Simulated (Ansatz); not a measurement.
SiC:
```xyz
4
Lattice="3.0920 0.0000 0.0000 -1.5460 2.6777 0.0000 0.0000 0.0000 5.0744" Properties=species:S:1:pos:R:3 pbc="T T T"
Si     1.5460     0.8926     0.0026
Si     0.0000     1.7852     2.5398
C      1.5460     0.8926     3.1699
C      0.0000     1.7852     0.6327
```

Relaxed with PBE.

Map the electron localisation function on the plane through (0.667, 0.333, 0.001) spanned by u = [0, 0, 1] and v = [1, -1, 0] in lattice vectors, from the program Ansatz at the PBE level (PAW).

x is the fraction of u, y of v (the angle between them is 90°; rows are the nearest grid lines); atoms in the plane: Si at (0.00, 0.00), Si at (0.50, 0.67), C at (0.62, 0.00), C at (0.12, 0.67).
```
y \ x   0.000  0.0800  0.200  0.280  0.360  0.440  0.560  0.640  0.720  0.800  0.920   1.00
------  -----  ------  -----  -----  -----  -----  -----  -----  -----  -----  -----  -----
1.00    0.552   0.121  0.215  0.062  0.123  0.558  0.280  0.020  0.734  0.929  0.324  0.552
0.926   0.272   0.507  0.399  0.107  0.140  0.613  0.742  0.532  0.773  0.869  0.269  0.272
0.852   0.859   0.924  0.708  0.375  0.275  0.657  0.927  0.873  0.722  0.547  0.472  0.859
0.778   0.858   0.875  0.768  0.767  0.593  0.352  0.832  0.806  0.478  0.156  0.517  0.858
0.704   0.698   0.269  0.594  0.907  0.849  0.192  0.183  0.268  0.203  0.058  0.464  0.698
0.630   0.688   0.252  0.589  0.907  0.851  0.192  0.151  0.237  0.189  0.055  0.457  0.688
0.556   0.743   0.742  0.704  0.774  0.633  0.182  0.304  0.384  0.190  0.060  0.415  0.743
0.444   0.354   0.412  0.265  0.163  0.128  0.176  0.245  0.166  0.076  0.040  0.157  0.354
0.370   0.077   0.072  0.037  0.024  0.030  0.057  0.073  0.051  0.029  0.021  0.050  0.077
0.296   0.074   0.069  0.034  0.022  0.029  0.058  0.076  0.054  0.033  0.024  0.050  0.074
0.222   0.239   0.232  0.094  0.043  0.059  0.207  0.415  0.353  0.237  0.148  0.154  0.239
0.148   0.299   0.402  0.204  0.066  0.099  0.459  0.747  0.687  0.632  0.588  0.266  0.299
0.0741  0.137   0.223  0.263  0.071  0.120  0.565  0.662  0.448  0.759  0.873  0.248  0.137
0.000   0.552   0.121  0.215  0.062  0.123  0.558  0.280  0.020  0.734  0.929  0.324  0.552
```

The density is the valence pseudo-density with augmentation charge, so density and ELF within about 1 Å of a nucleus are not all-electron values.

Space group P6_3mc (wurtzite). Symmetry was held in the PBE relaxation; phonons on a q-mesh show no instability.

Potentials: the later of the program's two PAW sets.
